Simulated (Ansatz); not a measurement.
Pb (bcc type), DFT, LDA, all-electron LAPW, scalar-relativistic (Ansatz 0.2.0), on 1 thread of Arm Neoverse V2 (shared host).

Command: `ansatz run input.yaml --threads 1 --pin off --max-ram 3584MiB --backend cpu --events-out ev --progress --plain --runs-dir out`

```yaml
crystal:
  lattice:
    - [-1.6257185464, 1.6257185464, 1.6257185464]
    - [1.6257185464, -1.6257185464, 1.6257185464]
    - [1.6257185464, 1.6257185464, -1.6257185464]
  atoms:
    - { symbol: Pb, position: [0.0, 0.0, 0.0] }
kpoints:
  mp_grid: { grid: [17, 17, 17] }
scf:
  occupations: { method: fermi_dirac, width: 0.05 }
hamiltonian:
  xc: lda
  pseudopotentials: { kind: all_electron, lapw: { basis_error: 0.0005 } }
output:
  forces: true
  stress: true
  eigenvalues: true
relax:
  f_tol: 0.005
  max_steps: 12
  cell: { p_target: 97.0, stress_tol: 0.049 }
```

Problem. How large is the problem that the program sets up?

Solution. 165 irreducible k-points, 201 plane waves at Γ, 28 bands.

Problem. About how long does it take?

Solution. 32 s of wall time for 8 SCF iterations over 1 geometries. Times on shared machines scatter by tens of per cent.
